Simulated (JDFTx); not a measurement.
System: a single Hg atom, charge 0, multiplicity 1.

Method: PBE, GBRV ultrasoft potentials, plane waves to 20/100 Ha, in JDFTx (a modified build). Liquid: CANDLE, water, 0.5 M KCl. The liquid run sits in a periodic box with 5 Å from the outermost atoms to the faces; the vacuum run is isolated. The box matters at about 0.01 eV. ΔG_solv is the difference of the two single-point energies, liquid minus vacuum; no corrections are added.

The continuum has no solvent molecules that could bind to the bare atom.

| Property | Value |
|---|---|
| solvation energy | -1.6 kcal/mol |
| part: cavitation term of the fluid | 6.4 kcal/mol |
| part: dispersion term of the fluid | -7.6 kcal/mol |
| part: electrostatic term of the fluid | -0.5 kcal/mol |
| part: distortion of the solute's electrons | 0.1 kcal/mol |
| highest occupied level in vacuum (zero: vacuum level) | -6.82 eV |
| highest occupied level in the liquid (zero: bulk electrolyte) | -6.44 eV |
| volume of the model's cavity | 133.7 Å³ |
| rough cost, vacuum and liquid run | 40 s and 3 min of core time |
